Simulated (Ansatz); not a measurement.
## Calculated N-14 nuclear quadrupole resonance for CdPtC6N6

Cell: an entry of the Crystallography Open Database (COD) whose atoms were relaxed with PBE, the cell held.

```cif
data_CdPtC6N6
_symmetry_space_group_name_H-M 'Fm-3m'
_symmetry_Int_Tables_number 225
_cell_length_a 10.9458
_cell_length_b 10.9458
_cell_length_c 10.9458
_cell_angle_alpha 90.000
_cell_angle_beta 90.000
_cell_angle_gamma 90.000
loop_
_atom_site_label
_atom_site_type_symbol
_atom_site_symmetry_multiplicity
_atom_site_Wyckoff_symbol
_atom_site_fract_x
_atom_site_fract_y
_atom_site_fract_z
Cd Cd 4 b 0.5000 0.5000 0.5000
Pt Pt 4 a 0.0000 0.0000 0.0000
C C 24 e 0.5000 0.5000 0.1833
N N 24 e 0.5000 0.5000 0.2890
```

One atom of each set is listed; the run and its k-mesh use a cell of 14 atoms with edges of 7.74, 7.74, 7.74 Å.

All values are calculated (Ansatz; DFT, PBE, plane waves and PAW, scalar-relativistic, 420 eV cutoff, Γ-centred 5×5×5 k-points, Fermi–Dirac smearing 0.05 eV), not measured.

N-14: I = 1, Q = 20.44 mb (year-2017 value). Static lattice, zero field.

(1) The simulated lines lie at 2.18 MHz. What are |C_Q|, η and |V_zz| at N?

Results:

(1) For I = 1 the lines are ν± = (3/4)|C_Q|(1 ± η/3) and ν₀ = |C_Q|η/2. Here |C_Q| = 2.90 MHz, η = 0.00 and |V_zz| = 5.87 × 10²¹ V/m². The calculation gives V_zz negative; the lines don't show the sign. The site has 1 C at 1.16 Å; also 1 Cd at 2.31 Å, 1 Pt at 3.16 Å.

An axis of threefold or higher order runs through N, so V_zz lies along it and η is zero.

The database entry as given showed forces above 3 eV/Å or a pressure above 30 GPa, though relaxing it moves no atom far.

The relaxation (4 steps) took 45 s of wall time (45 s of CPU time) and 0.69 GiB at its peak, on 1 thread of Arm Neoverse V1 (aarch64; 8 cores open to the job, memory cap 3.0 GiB, no GPU), a shared host with a load of 0.3 a core.
